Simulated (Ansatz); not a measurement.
A geometry of Pt away from equilibrium: step 2 of the relaxation of a randomly generated symmetric cell of Pt (space group No. 217). These are PBE (plane waves to 420 eV, PAW, scalar-relativistic; Ansatz, an electronic-structure program) values and carry that method's errors. Γ-centred k-mesh 9×9×9 on the run's cell (coarser than for final values), Fermi–Dirac smearing 0.05 eV.

```xyz
4
Lattice="-2.5815 2.5815 2.5815 2.5815 -2.5815 2.5815 2.5815 2.5815 -2.5815" Properties=species:S:1:pos:R:3:forces:R:3 pbc="T T T" free_energy=-50098.056 pressure_GPa=-3.3
Pt     1.5425     1.5425     1.5425    0.1171    0.1171    0.1171
Pt     1.0391     1.0391    -1.0391   -0.1171   -0.1171    0.1171
Pt     1.0391    -1.0391     1.0391   -0.1171    0.1171   -0.1171
Pt    -1.0391     1.0391     1.0391    0.1171   -0.1171   -0.1171
```

Positions in Å, forces in eV/Å, free energy of the cell in eV (comparable only within this code, potentials and settings). Largest force: 0.20 eV/Å, on Pt1, Pt2, Pt3, Pt4 (atoms numbered as listed); the geometry lies 0.01 eV/atom above the end of its relaxation.

No spin polarisation in the result.

The run could not lower the symmetry of its start; a shaken copy of this end point relaxes with PBE to I4/mmm (No. 139), 0.19 eV/atom lower.

The end of the path is a generated cell of Pt: the first start was made by a random draw of sites in a space group, and the end was not matched to a known phase here, so it may be hypothetical. Known forms of Pt include space group No. 225.
